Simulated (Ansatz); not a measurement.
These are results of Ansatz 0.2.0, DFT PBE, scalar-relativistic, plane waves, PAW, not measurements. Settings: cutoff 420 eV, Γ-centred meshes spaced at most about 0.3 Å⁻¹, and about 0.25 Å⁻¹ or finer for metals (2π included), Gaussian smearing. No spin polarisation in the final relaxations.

Temperature and zero-point effects are left out.

Two relaxed structures of Ti2Al3Ru:

A.

```
CELL_PARAMETERS angstrom
2.49628 -5.28426 0.00000
2.49628 5.28426 0.00000
0.00000 0.00000 5.00889
ATOMIC_POSITIONS crystal
Ti 0.50000 0.50000 0.00000
Ti 0.00000 0.00000 0.00000
Al 0.75514 0.24486 0.00000
Al 0.24486 0.75514 0.00000
Al 0.50000 0.50000 0.50000
Ru 0.00000 0.00000 0.50000
```

B.

```
CELL_PARAMETERS angstrom
5.06471 0.00000 0.00000
-2.53235 4.38617 0.00000
0.00000 0.00000 4.59247
ATOMIC_POSITIONS crystal
Ti 0.33333 0.66667 0.00000
Ti 0.66667 0.33333 0.00000
Al 0.50000 0.00000 0.50000
Al 0.50000 0.50000 0.50000
Al 0.00000 0.50000 0.50000
Ru 0.00000 0.00000 0.00000
```

Problem. Which is lower in energy, and by how much?

Solution. B is lower, by 0.58 eV/atom. A has space group Cmmm (No. 65), 22.0 Å³/atom and no gap on its mesh; B has space group P6/mmm (No. 191), 17.0 Å³/atom and no gap. Counting all near atoms (those within 1.25 times the shortest distance at each site; a plus sign parts nearer from farther groups), A has Ti 6, Al 4, Ru 4 and B has Ti 12, Al 8, Ru 6+12. The denser one is the lower, and pressure would at first widen the difference. Even the lower one lies +0.16 eV/atom against the reference forms of the elements (uncorrected), so neither is stable at this level. Both come from invented guesses.

Cells relaxed within their symmetry can be saddle points.
